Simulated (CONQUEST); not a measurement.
Input and output of a self-consistent single point for TaAs (I4_1md, 8 atoms in the cell; from Materials Project mp-1936, changed as shown) (CONQUEST).

All values come from this method and carry its errors: PBE, numerical atomic orbitals double-zeta with polarisation (the shipped basis), PseudoDojo norm-conserving potentials made for PBE (CONQUEST).

The change in words: lattice scaled by 0.98. Reference geometry (I4_1md):
```yaml
crystal:
  lattice:
    - [3.44363, 0.00000, 0.00000]
    - [0.00000, 3.44363, 0.00000]
    - [0.00000, 0.00000, 11.73588]
  atoms:
    - { symbol: Ta, position: [0.50000, 0.00000, 0.24997] }
    - { symbol: Ta, position: [0.50000, 0.50000, 0.99997] }
    - { symbol: Ta, position: [0.00000, 0.50000, 0.74997] }
    - { symbol: Ta, position: [0.00000, 0.00000, 0.49997] }
    - { symbol: As, position: [0.50000, 0.00000, 0.83263] }
    - { symbol: As, position: [0.00000, 0.00000, 0.08263] }
    - { symbol: As, position: [0.00000, 0.50000, 0.33263] }
    - { symbol: As, position: [0.50000, 0.50000, 0.58263] }
```

Reference input (self-consistent single point, DFT, PBE, numerical atomic orbitals double-zeta with polarisation (the shipped basis), PseudoDojo norm-conserving potentials made for PBE): basis = DZP; Diag.MPMeshX, Y, Z = 6 6 2; potentials = PseudoDojo norm-conserving PBE; Grid.GridCutoff = 175 Ha; DM.SolutionMethod = diagon; Diag.kT = 0.004998 Ha; Diag.GammaCentred = true; minE.SCTolerance = 1.0e-06; SC.MaxIters = 100; SC.LinearMixingFactor = 0.5; SC.KerkerPreCondition = true; SC.KerkerFactor = 0.5 1/bohr. This run's input differs from it in these lines:

```diff
@@ -32,5 +32,5 @@
 # file: coords.dat
-     6.507517575      0.000000000      0.000000000
-     0.000000000      6.507517575      0.000000000
-     0.000000000      0.000000000     22.177599031
+     6.377366467      0.000000000      0.000000000
+     0.000000000      6.377366467      0.000000000
+     0.000000000      0.000000000     21.734046295
 8
```

Log, with long lists cut:

```
    new_SC_potl: Starting.  Tolerance:  0.10000E-05

    PulayMixSC: Starting Pulay mixing, A_up =  0.500 A_dn =  0.500
    PulayMixSC: Spin non-polarised calculation.
    PulayMixSC: with Kerker preconditioning, q0 =  0.500
          Harris-Foulkes Energy            :      -684.734146694383753 Ha
          GroundState Energy (E-(1/2)TS)   :      -684.735938428889085 Ha
          Free Energy (E-TS)               :      -684.737730163394417 Ha
          DFT Total Energy                 :      -684.679572090351940 Ha
          Total number of electrons        :       112.000000000007475
   [... lines left out ...]
          Total number of electrons        :       112.000077816105957
    PulayMixSC: Pulay iteration    13 residual:              0.15934E-05
          Harris-Foulkes Energy            :      -684.707250065073822 Ha
          GroundState Energy (E-(1/2)TS)   :      -684.709435035956517 Ha
          Free Energy (E-TS)               :      -684.711620006839212 Ha
          DFT Total Energy                 :      -684.707250023820279 Ha
          Total number of electrons        :       112.000073310364982
    PulayMixSC: Pulay iteration    14 residual:              0.89281E-06
    PulayMixSC: Reached SCF tolerance of  0.89281E-06 after     14 iterations
      | Number of electrons      =       112.000073
      |* band energy as 2Tr[K.H] =      -134.321768779994017 Ha
      |  screened ion-ion energy =      -503.511356963109051 Ha
      |  Ha correction           =         2.217492544851523 Ha
      |  XC correction           =       -49.091605425272050 Ha
      | GS Energy as E-(1/2)TS   =      -684.709435035956517 Ha
      | Free Energy as E-TS      =      -684.711620006839212 Ha
      |* Harris-Foulkes energy   =      -684.707250065073822 Ha
      |* DFT total energy        =      -684.707250023820279 Ha
      |  estimated accuracy      =        -0.000000041253543 Ha

    force: Forces on atoms (Ha/a0)
    force:  Atom   X              Y              Z
   [... lines left out ...]
    force: Maximum force :        0.00122676(Ha/a0) on atom         8 in z direction
   [... lines left out ...]
    force: Force Residual:        0.00122543 Ha/a0
    force: Total stress:        -19.39844166     0.00000000     0.00000000 GPa
                             0.00000000   -19.39844166    -0.00000000
                             0.00000000    -0.00000000   -16.47961903
    force: Average pressure:     18.42550079 GPa

    force: Finished force
    get_E_and_F: Change in energy during last step of electronic optimisation:  0.52977E-06
```

The run converged in 14 iterations. CONQUEST prints the stress tensor with tension positive. Against the reference run the free energy rises by 71.6 meV/atom and the pressure goes from 4.85 to 18.43 GPa.

Spin-orbit coupling is left out, which matters for bands and gaps with elements this heavy. The program uses no crystal symmetry, so grid and mesh can part values that symmetry would make equal. The atom-centred basis is finite, which shifts total energies and pressures against plane waves. The structure comes from a collection of computed structures, made at another level of theory; the collection holds predicted forms beside known ones. No clean gap shows at this smearing width and mesh (spacing up to 0.31 Å⁻¹); the mesh is coarse for partly filled bands, so the values carry mesh errors.

Cost on one core: roughly 2.2 core-minutes.
